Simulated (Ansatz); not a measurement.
PbS:
```xyz
2
Lattice="0.0000 3.3237 3.3237 3.3237 0.0000 3.3237 3.3237 3.3237 0.0000" Properties=species:S:1:pos:R:3 pbc="T T T"
S      1.6619     1.6619     1.6619
Pb     0.0000     0.0000     0.0000
```

DFT-PBE in the program Ansatz with PAW potentials gives a gap of 0.85 eV without spin–orbit coupling, maximum at W, minimum at X.

Task: What happens when spin–orbit coupling is switched on?

Result: The gap decreases by 0.11 eV, to 0.74 eV; maximum at W, minimum on the X–U line, 12 % of the way from X.

Space group F-43m (zinc blende). The start of the workflow was typed in or built on a structure type; neither database checked (COD, Materials Project) lists it. It is not the phase usual at ambient conditions (space group No. 225). The cell was relaxed with PBE under the symmetry of its start; its stability against distortions is not shown here.

Potentials: the earlier of the program's two PAW sets.
